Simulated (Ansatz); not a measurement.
TiAl3:
```xyz
4
Lattice="3.9557 0.0000 0.0000 0.0000 3.9557 0.0000 0.0000 0.0000 3.9557" Properties=species:S:1:pos:R:3 pbc="T T T"
Ti     0.0000     0.0000     0.0000
Al     1.9778     1.9778     0.0000
Al     0.0000     1.9778     1.9778
Al     1.9778     0.0000     1.9778
```

Relaxed with r²SCAN.

Q: Map the electron localisation function on the plane through (0.000, 0.000, 0.000) spanned by u = [1, 1, 0] and v = [1, 0, 1] in lattice vectors, from DFT-r²SCAN in the program Ansatz with PAW potentials.

A: x is the fraction of u, y of v (the angle between them is 60°; rows are the nearest grid lines); atoms in the plane: Ti at (0.00, 0.00), Al at (0.50, 0.00), Al at (0.50, 0.50), Al at (0.00, 0.50).
```
| .#@*::+#%+. : : .+%#+::*@#. |
|..+@%-.-*%#-  ::  -#%*-.-%@+.|
|#+#@%=.:+%%#-     -#%%+:.=%@#|
|*%%%*-.:=#%@@%*-:-*%@@%#=:.-*|
|:-==-:.:+#%@@@@#**#@@@@%#+:.:|
|:.....:-+#%@@@@@%%%@@@@@%#+-:|
|+-::::-+*%@@@@@@@%%@@@@@@@%*+|
|%%%####%%%###%@@@%%%%@@@%###%|
|+#%@%%%@%#+--=*#%%%%%%%#*=--+|
|.-#@@@@@@#-.  .-*%%%%%%*-.  .|
|  -#@@@@@#-     :*%@@@%*:    |
|:  =%@@@@%=  ::  -#@@@@#-  ::|
|::  -#@@@@#-  ::  =%@@@@%=  :|
|    :*%@@@%*:     -#@@@@@#-  |
|.  .-*%%%%%%*-.  .-#@@@@@@#-.|
|+--=*#%%%%%%%#*=--+#%@%%%@%#+|
|%###%@@@%%%%@@@%###%%%####%%%|
|+*%@@@@@@@%%@@@@@@@%*+-::::-+|
|:-+#%@@@@@%%%@@@@@%#+-:.....:|
|:.:+#%@@@@#**#@@@@%#+:.:-==-:|
|*-.:=#%@@%*-:-*%@@%#=:.-*%%%*|
|#@%=.:+%%#-     -#%%+:.=%@#+#|
|.+@%-.-*%#-  ::  -#%*-.-%@+..|
| .#@*::+#%+. : : .+%#+::*@#. |
```
Scale: ten equal steps from 0.006 (start of ' ') to 0.688 (end of '@'), in the order ' .:-=+*#%@'; x runs from 0.000 to 1.00, y from 0.000 (bottom) to 1.00 (top).

The density is the valence pseudo-density with augmentation charge, so density and ELF within about 1 Å of a nucleus are not all-electron values.

Space group Pm-3m (Cu3Au type). The first step of the workflow began from a Materials Project structure, measured or hypothetical; the Crystallography Open Database copy checked does not list it. With Ti and Al taken as one species the cell has the higher symmetry Fm-3m, so it may be an ordered model of a mixed-site phase. Its standing as an ambient phase is unchecked. Symmetry was held in the r²SCAN relaxation; whether a distortion lowers the energy is not shown. No spin polarisation was allowed.

Potentials: the later of the program's two PAW sets.
